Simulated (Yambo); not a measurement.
Yambo run on a free-standing CdClOH monolayer (symmetry P3m1, slab cell 16.5 Å high). The wavefunctions are PBEsol (Quantum ESPRESSO, PseudoDojo norm-conserving, 102 Ry, no spin-orbit coupling) ones on a 6×6×1 mesh (17 occupied bands); a = 3.6460 Å, b = 3.6460 Å, c = 16.5000 Å, α = 90.00°, β = 90.00°, γ = 120.00°.

Yambo input:

```
rim_cut
HF_and_locXC
RandQpts= 1000000
RandGvec= 2 Ry
CUTGeo= "slab z"
EXXRLvcs= 102 Ry
VXCRLvcs= 408 Ry
% QPkrange
 1 | 1 | 17 | 18 |
 4 | 4 | 17 | 18 |
 7 | 7 | 17 | 18 |
%
```

k points by index: 1 = Γ, 4 = M, 7 = K.

Table of the .hf output:

```
#    K-point    Band    Eo [eV]    Ehf [eV]    Vxc [eV]    Vnlxc [eV]
#
    1    17    0.000000    -4.554039    -16.80571    -21.35974
    1    18    2.477657    5.679036    -8.388315    -5.186936
    4    17    -0.175427    -4.995797    -17.51121    -22.33157
    4    18    5.135109    9.857809    -12.29386    -7.571155
    7    17    -0.324287    -5.225644    -17.35901    -22.26036
    7    18    5.928472    11.28245    -15.01704    -9.663061
```
Exchange alone, without screening.

Geometry relaxed with PBEsol.

This is a model layer cut from the bulk structure; whether it is stable on its own was not checked.
